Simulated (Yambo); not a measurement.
Quantum ESPRESSO input (PBEsol, PseudoDojo standard norm-conserving files, scalar-relativistic) whose wavefunctions are converted with p2y:

```
&CONTROL
  calculation = 'nscf'
  pseudo_dir = './pseudo'
  outdir = './out'
/
&SYSTEM
  ibrav = 0
  nat = 2
  ntyp = 2
  ecutwfc = 82.0
  ecutrho = 328.0
  occupations = 'fixed'
  force_symmorphic = .true.
  nbnd = 115
/
&ELECTRONS
  conv_thr = 2e-09
  diago_full_acc = .true.
  diago_thr_init = 1e-08
/
ATOMIC_SPECIES
Br 79.9040 Br.upf
Ag 107.8682 Ag.upf
CELL_PARAMETERS angstrom
  0.000000000000   2.837455215000   2.837455215000
  2.837455215000   0.000000000000   2.837455215000
  2.837455215000   2.837455215000   0.000000000000
ATOMIC_POSITIONS crystal
Br   0.500000000000   0.500000000000   0.500000000000
Ag   0.000000000000   0.000000000000   0.000000000000
K_POINTS automatic
2 2 2 0 0 0
```

Yambo's initialisation report on symmetry, reciprocal space, the k grid and the gaps on this mesh:

```
  [02.02] Symmetries
  ==================

  Inversion symmetry    : yes
  Spatial inversion     : yes
  Inversion index       :  25
  K-space Time-reversal : no
  Magnetic symmetries   : no
  Group table correct   : yes
  Symmetries units      :  [cc]

  [02.03] Reciprocal space
  ========================

  nG shells         :   322
  nG charge         :  30923
  nG WFs            :   4547
  nC WFs            :   3892
  G-vecs. in first 32 shells:  [ Number ]
     1    9   15   27   51   59   65   89  113
    137   169   181   229   259   283   307   331   339
    387   411   459   531   537   561   609   645   701
    725   749   821   869   893
  ...
  Shell energy in first 32 shells:  [ mHa ]
    0.00000      514.915      686.553      1373.11      1888.02      2059.66      2746.21      3261.13      3432.76
    4119.32      4634.23      5492.42      6007.34      6178.98      6865.53      7380.44      7552.08      8238.63
    8753.55      8925.19      9611.74      10126.7      10984.8      11499.8      11671.4      12358.0      12872.9
    13044.5      13731.1      14246.0      14417.6      15104.2
  ...

  [02.04] K-grid lattice
  ======================

  Compatible Grid is   : 3D
  Base K vectors       :  K_min[ 1 ]  K_min[ 2 ]  K_min[ 3 ]
  K_min[ 1 ] : -0.500000  0.000000  0.000000 [rlu]
  K_min[ 2 ] :  0.000000  0.000000 -0.500000 [rlu]
  K_min[ 3 ] :  0.000000 -0.500000  0.000000 [rlu]
  Grid dimensions      :  2  2  2
  K lattice UC volume  :  0.100562 [a.u.]

  IBZ K-points                                      :  3
  BZ  K-points                                      :   8

  K/Q-points units:
  rlu = crystal or reduced units; cc = cartesian coordinates; iku = interal k-units

  K [1]          [rlu]:  0.000000  0.000000  0.000000
         WF components:   3839
  K [2]          [rlu]:  0.000000  0.000000 -0.500000
         WF components:   3852
  K [3]          [rlu]:  0.000000 -0.500000 -0.500000
         WF components:   3892

  [02.05] Energies & Occupations
  ==============================

  [X] === General ===
  [X] Electronic Temperature                        :  0.000000  0.000000 [eV K]
  [X] Bosonic    Temperature                        :  0.000000  0.000000 [eV K]
  [X] Finite Temperature mode                       : no
  [X] El. density                                   :  0.56906E+24 [cm-3]
  [X] Fermi Level                                   :  8.710469 [eV]

  [X] === Gaps and Widths ===
  [X] Conduction Band Min                           :  0.498524 [eV]
  [X] Valence Band Max                              :  0.000000 [eV]
  [X] Filled Bands                                  :  13
  [X] Empty Bands                                   :   14  115
  [X] Direct Gap                                    :  2.571245 [eV]
  [X] Direct Gap localized at k                     :  1
  [X] Indirect Gap                                  :  0.498524 [eV]
  [X] Indirect Gap between kpts                     :  2  1
  [X] Last valence band width                       :  2.394067 [eV]
  [X] 1st conduction band width                     :  2.954182 [eV]
```
The gaps are PBEsol values on this mesh alone; only operations without fractional translations are kept.

Spin-orbit coupling is not included.

Geometry relaxed with PBEsol.
